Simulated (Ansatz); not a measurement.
SiNi:
```
CELL_PARAMETERS angstrom
      0.00000     2.37005     2.37005
      2.37005     0.00000     2.37005
      2.37005     2.37005     0.00000
ATOMIC_POSITIONS crystal
  Si 0.00000 0.00000 0.00000
  Ni 0.50000 0.50000 0.50000
```

Relaxed with PBE. Special points in fractions of this cell's reciprocal vectors: Γ (0.000, 0.000, 0.000); X (0.500, 0.000, 0.500); U (0.625, 0.250, 0.625); K (0.375, 0.375, 0.750); L (0.500, 0.500, 0.500); W (0.500, 0.250, 0.750).

**Question.** List the band energies nearest the Fermi level at these points for plane-wave PAW PBE (Ansatz code).

**Answer.** In eV from the Fermi level; about four levels below and three above (degenerate sets whole), none deeper than 8.9 eV; … stands for higher levels left out; points with the same levels are listed once.

```csv
k,below,above
Γ,-2.43 -2.43 -2.43 -2.40 -2.40,4.03 4.03 4.03
X,-1.50 -1.50 -0.64 -0.13 -0.13,3.73 …
U,-1.67 -1.60 -1.09 -0.59,1.49 5.24 …
L,-3.27 -3.27 -1.68 -1.68 -1.12,5.66 5.66 …
W,-1.09 -0.97 -0.97 -0.30,9.24 …
```

Space group Fm-3m (rock salt). A made-up cell: these elements were put on the sites of a structure type; neither database checked (COD, Materials Project) lists it. It is not the phase usual at ambient conditions (space group No. 62). Symmetry was held in the PBE relaxation; its stability against distortions is not shown here. The workflow began spin-polarised and lost its moments.

Potentials: the later of the program's two PAW sets.
